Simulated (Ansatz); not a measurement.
Starting cell, TiO2 (rutile):

```xyz
6
Lattice="4.6434 0.0000 0.0000 0.0000 4.6434 0.0000 0.0000 0.0000 2.9638" Properties=species:S:1:pos:R:3 pbc="T T T"
Ti     0.0000     0.0000     0.0000
Ti     2.3217     2.3217     1.4819
O      1.4168     1.4168     0.0000
O      3.7385     0.9049     1.4819
O      0.9049     3.7385     1.4819
O      3.2266     3.2266     0.0000
```

Scan: atom 2 (Ti, nearest neighbour O at 1.958 Å; its periodic images, 3.0 Å or more away, move with it) is displaced along Cartesian [110], direction (0.707, 0.707, 0.000) in Cartesian axes, by s. The other atoms stay.

Calculation: PBE (plane waves to 420 eV, PAW, scalar-relativistic; Ansatz, a first-principles code). k mesh 6×6×9 (Γ-centred), Fermi-Dirac smearing 0.05 eV. Energies are smeared free energies. TiO2 is run without spin polarisation. TiO2 was relaxed with its symmetry unable to fall. ΔE is measured from the undisplaced structure.

```
s (Å)   ΔE (meV/cell)
------  -------------
-0.200            408
-0.160       withheld
-0.120            145
-0.080             64
-0.040             16
0.000               0
0.040              16
0.080              64
0.120             145
0.160        withheld
0.200             408
```

Task: Fit an even polynomial form (powers 2, 4) to the given rows and predict ΔE at s = 0.160.

Result: Least squares on the 9 given rows: ΔE = (9987)·s² + (5320)·s⁴, in meV/cell with s in Å; root-mean-square residual 0.1 meV/cell. At 0.160 the fit gives 259 meV/cell; the calculation gives 260 meV/cell, so the interpolation is off by -1 (-0.4 %). The quadratic term alone would give 256 meV/cell.

(A displaced cell: forces are minus the slopes of the energy, force constants its curvatures, and phonons follow from these.)
